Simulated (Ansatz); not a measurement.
input.yaml

```yaml
crystal:
  lattice:
    - [-1.5908333904, 1.5908333904, 1.5908333904]
    - [1.5908333904, -1.5908333904, 1.5908333904]
    - [1.5908333904, 1.5908333904, -1.5908333904]
  atoms:
    - { symbol: Mo, position: [0.0, 0.0, 0.0] }
basis:
  ecutwfc: 500
kpoints:
  mp_grid: { grid: [18, 18, 18] }
hamiltonian:
  xc: r2scan
scf:
  occupations: { method: gaussian, width: 0.1 }
output:
  forces: true
  stress: true
  eigenvalues: true
```

Run as
```bash
ansatz run input.yaml --threads 1 --pin off --max-ram 2560MiB --backend cpu --events-out ev --progress --plain --runs-dir out
```

Computed with Ansatz, DFT r2SCAN, scalar-relativistic, plane waves, PAW.

From the run's log, abridged:

```
Pseudopotentials: kind: paw
Pseudopotential: Mo, paw, valence charge 14, recommended cutoff 500 eV (meta_gga)
Functional definition: r2SCAN
Crystal: 1 atom, lattice volume = 16.104 Å³
Basis set: ecut = 500 eV, 381 PW (Γ), exchange–correlation on 96×96×96 points (64 copies of the dense FFT grid, shifted against one another)
Bands: 11, of which v1, the nominal top of the filled ones, is band 7 counted from 1 (6 counted from 0)
Symmetry: 48 space group operations
Space group: Im-3m (ITA 229), of the structure as read, at distance tolerance 2.5e-5 Å
k-points: 195 of 5832
Initial density: superposition of atomic densities (neutral atoms: chi_scale 0, normalization atom), corrected by the library's trained network
Initial wavefunctions: pseudopotential atomic-orbital guess
Functional: x = r2scan, c = r2scan; τ floored in thin density (d = 2e-4 eV/Å³)
SCF iter   1: F=—  HF=-4967.585189 eV  |F-HF|=—  |Δ(HF+E_count)|=         —  Δρ=9.76e-3  dr2=1.21e-2  dr2_τ=2.04e-2  ethr=1.77e-3  ⟨swp⟩=5.0  Hψ=13129  notcnv=0
SCF iter   2: F=—  HF=-4967.584421 eV  |F-HF|=—  |Δ(HF+E_count)|=   7.68e-4  Δρ=3.27e-3  dr2=3.15e-4  dr2_τ=5.04e-4  ethr=8.62e-5  ⟨swp⟩=2.8  Hψ=5360  notcnv=0
SCF iter   3: F=—  HF=-4967.584690 eV  |F-HF|=—  |Δ(HF+E_count)|=   2.69e-4  Δρ=1.51e-3  dr2=6.70e-5  dr2_τ=1.63e-5  ethr=2.25e-6  ⟨swp⟩=1.2  Hψ=2277  notcnv=0
SCF iter   4: F=—  HF=-4967.584767 eV  |F-HF|=—  |Δ(HF+E_count)|=   7.73e-5  Δρ=6.09e-5  dr2=2.36e-7  dr2_τ=4.52e-8  ethr=4.79e-7  ⟨swp⟩=3.0  Hψ=3588  notcnv=0
SCF iter   5: F=-4967.584767 eV  HF=-4967.584767 eV  |F-HF|=4.22e-9  |Δ(HF+E_count)|=   4.61e-8  Δρ=9.02e-6  dr2=9.71e-9  dr2_τ=2.71e-9  ethr=1.69e-9  ⟨swp⟩=2.0  Hψ=3316  notcnv=0
SCF iter   6: F=-4967.584767 eV  HF=-4967.584767 eV  |F-HF|=6.09e-11  |Δ(HF+E_count)|=  8.22e-10  Δρ=1.18e-6  dr2=1.52e-10  dr2_τ=7.77e-12  ethr=6.94e-11  ⟨swp⟩=2.2  Hψ=7073  notcnv=0
SCF 1 converged in 6 iterations: F = -4967.584767 eV  dr2 = 1.52e-10
SCF converged after 6 iterations
Free energy (F): -4967.584767 eV
Harris-Foulkes:  -4967.584767 eV  (|F-HF|=6.09e-11)
Internal energy: -4967.581899 eV  (E = F + TS)
E sigma→0 (E₀):  -4967.583333 eV
Entropy (-TS):   -0.002868 eV (-2.868 meV/atom)
Fermi energy:    20.332663 eV
--- Per-component energies (eV) ---
  E_band       = -77.296468
  E_kinetic    = 438.562598
  E_local      = -802.444298  (includes V_loc(G=0)·N_el)
  E_nonlocal   = 141.966998
  E_hartree    = 263.782779
  E_xc         = -178.122271
  E_vxc        = -255.688401  (∫ρ·V_xc dr)
  E_paw        = -3216.996618  (= ΣΔE_a)
  E_vpaw       = -144.202227  (= ΣTr[D̂ρ^β])
  E_aug_tail   = 0.000003  (compensation charges beyond the density's cutoff)
  E_vtau       = 16.942950  (kinetic-family band-sum trace: ∫τ·v_τ [+ j·A + Jᵃ·Aᵃ] dr)
  E_ewald      = -1614.109886
  E_core_change = -0.221204  (= ΣΔE_core)
  E_smearing   = -0.002868  (= −TS)
--- Forces (eV/Å), atoms counted from 1 ---
  atom   1  Mo     0.00000000     0.00000000     0.00000000
--- Stress (GPa, compression-positive) ---
       -7.529980       0.000000       0.000000
        0.000000      -7.529980       0.000000
        0.000000       0.000000      -7.529980
  P = ⅓ Tr σ = -7.5300 GPa (-75.300 kbar)
--- Band table (eV; the first three rows and the last of 195) ---
  k-point 0: bands = ["-42.9202", "-15.4467", "-15.4467", "-15.4467", "12.7831", "18.9628", "18.9628", "18.9628", "22.1843", "22.1843", "35.6075"]
  k-point 1: bands = ["-42.9126", "-15.4907", "-15.4603", "-15.4470", "12.9223", "18.8846", "18.9497", "19.0915", "22.0674", "22.1855", "35.7083"]
  k-point 2: bands = ["-42.8906", "-15.6162", "-15.4991", "-15.4478", "13.3209", "18.6669", "18.8938", "19.4719", "21.8060", "22.1945", "35.9461"]
  k-point 194: bands = ["-42.4815", "-16.3866", "-16.3866", "-16.3866", "14.9346", "14.9346", "24.2849", "24.2849", "24.2849", "29.5559", "29.5559"]
```

The run converged.

It took 6.3 s on 1 thread of Intel(R) Xeon(R) Platinum 8259CL CPU @ 2.50GHz (Skylake/Cascade Lake), on a shared host, peak memory 0.43 GiB.